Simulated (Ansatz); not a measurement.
Input and command of a plane-wave DFT calculation in Ansatz:

```yaml
crystal:
  lattice:
    - [2.555837791, 1.4756136366, 2.1658035]
    - [-2.555837791, 1.4756136366, 2.1658035]
    - [0.0, -2.9512272733, 2.1658035]
  atoms:
    - { symbol: Li, position: [0.5, 0.5, 0.5] }
    - { symbol: Pb, position: [0.0, 0.0, 0.0] }
basis:
  ecutwfc: 420
kpoints:
  mp_grid: { grid: [12, 12, 12] }
hamiltonian:
  xc: pbesol
scf:
  occupations: { method: gaussian, width: 0.15 }
output:
  forces: true
  stress: true
  eigenvalues: true
```

```bash
ansatz run input.yaml --threads 1 --pin off --max-ram 2560MiB --backend cpu --events-out ev --progress --plain --runs-dir out
```

Processor: Arm Neoverse N1, 1 thread, on a host shared with other jobs.

Task: Estimate time, memory and problem size.

Result: About 13 s on 1 thread of Arm Neoverse N1 (shared host), peak memory 0.38 GiB. It solves 13 bands at 189 k points (the mesh reduced by symmetry) with about 967 plane waves, in 7 SCF iterations.
